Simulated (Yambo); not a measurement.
G0W0@LDA for WS₂ (space group P6_3/mmc, No. 194) in Yambo. Reference settings: 6×6×1 Γ-centred k mesh, bands 3 to 215 and a 8 Ry block in the screening, 215 bands in G with the Bruneval-Gonze terminator, plasmon pole fitted at 27.2 eV. The LDA gap Γ → (0.167, 0.167, 0) on this mesh is 1.15 eV; G0W0 gaps are taken between the same points.

The settings were changed. The gap went from 1.57 eV to 1.56 eV, and the shift of the valence edge from -0.03 eV to 0.14 eV.

Question: Name the change that produced these shifts.
A. 82 bands in G
B. no terminator
C. wavefunctions cut at 25 Ry
D. 82 bands in G, no terminator

Answer: B, no terminator. The others gave (gap, valence shift): 82 bands in G: 1.57, 0.04 eV; 82 bands in G, no terminator: 1.52, 0.72 eV; wavefunctions cut at 25 Ry: 1.57, -0.02 eV.

Spin-orbit coupling is not included.

Geometry of the Materials Project entry, not relaxed at this level; primitive cell a = 3.184 Å, b = 3.184 Å, c = 12.978 Å, α = 90.00°, β = 90.00°, γ = 120.00°.

A shift is the quasiparticle energy of the state minus its LDA energy.

The distance between layers or molecules is the database entry's, not relaxed here. Functionals without dispersion can leave it too large, which widens gaps and weakens the response across layers: the numbers belong to this cell.
